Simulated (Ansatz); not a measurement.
CaHBr (space group P4/nmm)

```xyz
6
Lattice="3.8330 0.0000 0.0000 0.0000 3.8330 0.0000 0.0000 0.0000 8.2397" Properties=species:S:1:pos:R:3 pbc="T T T"
Ca     0.0000     1.9165     1.2952
Ca     1.9165     0.0000     6.9444
H      1.9165     1.9165     0.0000
H      0.0000     0.0000     0.0000
Br     0.0000     1.9165     5.6038
Br     1.9165     0.0000     2.6358
```

Two coordinates are scanned: the volume, and the ratio of the stretch along z (the conventional c axis) to the stretch across it. Atoms keep their fractional coordinates.

All values below come from r2SCAN (plane waves to 500 eV, PAW, scalar-relativistic; Ansatz, a quantum-chemistry and plane-wave program). k mesh 9×9×4 (Γ-centred), Fermi-Dirac smearing 0.05 eV. Stress and pressure are positive under compression. As the atoms are clamped, bonds stretch with the cell, which overstates energies and stresses. CaHBr was relaxed with its symmetry unable to fall.

Changes of σxx (GPa) from the point V/V₀ = 1.000, (c/a)/(c/a)₀ = 1.000 when one coordinate moves alone (two changes are said to add if the coupling is within 5 % of the smaller one, nearly so within 20 %):

```tsv
point	change
V/V₀ = 1.000, (c/a)/(c/a)₀ = 0.960	-0.780
V/V₀ = 1.000, (c/a)/(c/a)₀ = 0.980	-0.397
V/V₀ = 0.920, (c/a)/(c/a)₀ = 1.000	4.481
V/V₀ = 0.960, (c/a)/(c/a)₀ = 1.000	2.005
V/V₀ = 1.040, (c/a)/(c/a)₀ = 1.000	-1.627
V/V₀ = 1.080, (c/a)/(c/a)₀ = 1.000	-2.948
V/V₀ = 1.000, (c/a)/(c/a)₀ = 1.020	0.409
V/V₀ = 1.000, (c/a)/(c/a)₀ = 1.040	0.828
```

Question: Do the two effects add at V/V₀ = 0.960, (c/a)/(c/a)₀ = 0.980? Give the computed change.

Answer: The sum of the single changes is 2.005 + (-0.397) = 1.608; the calculation gives 1.566, so the coupling contributes -0.042 (under 20 % of the smaller single change, nearly additive).

Question: What is the change at V/V₀ = 0.920, (c/a)/(c/a)₀ = 1.020, where both move, and how far is it from the sum?

Answer: The sum of the single changes is 4.481 + (0.409) = 4.890; the calculation gives 4.979, so the coupling contributes 0.089 (over 20 % of the smaller single change, not additive).

Question: What is the change at V/V₀ = 1.040, (c/a)/(c/a)₀ = 0.960, where both move, and how far is it from the sum?

Answer: The sum of the single changes is -1.627 + (-0.780) = -2.407; the calculation gives -2.333, so the coupling contributes 0.074 (under 20 % of the smaller single change, nearly additive).

(Under strain, the slope of the energy per volume gives the stress and its curvature an elastic modulus.)
